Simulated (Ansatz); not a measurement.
WBrCl3O: energy along a strain

WBrCl3O, P1, a = 3.906 Å, b = 6.383 Å, c = 6.497 Å, α, β, γ = 86.4°, 72.2°, 72.3°. The structure is a Materials Project entry; whether it is the stable form wasn't checked. Ansatz: PBE+D3(BJ), PAW, 420 eV, Γ-centred 8×6×6 mesh on 6 atoms, Gaussian smearing 0.05 eV; no spin polarisation. Cell vectors (Å): 3.906 -0.002 0.013; 1.940 6.080 -0.128; 1.970 -0.067 6.191. The cell is strained by x per cent times the pattern (0 0 0 0 1 0) in the order xx yy zz yz xz xy (engineering shears), with fractional coordinates held. y is the free energy over the start, V0 = 24.479 Å³/atom.

```tsv
x (%)	y (meV/atom)
-4.00	?
-3.00	1.78
-2.00	0.79
0.00	0.00
1.00	0.20
3.00	1.79
4.00	3.18
```

Problem. Fit y = c2 x² + c3 x³ to the other rows, get the stiffness along the pattern, and predict the missing energy.

Solution. Least squares on the rows shown. y = 0.1982 x² + 0.0001516 x³. The clamped-ion stiffness p·C·p = 2 × 1.982 eV × 160.2 / 24.479 Å³ = 26 GPa, which is C55 in these axes. At x = -4.00 the fit asked for gives 3.16 meV/atom. The run gave 3.17 meV/atom, so the fit is 0.01 meV/atom too low, a small miss on the scale of the series.

Spin–orbit coupling is left out, which can shift energies with elements as heavy as these.

Cost: 7 runs of about 1.8 core-minutes in all, on AMD EPYC 9R45 (Zen 5) (shared hosts).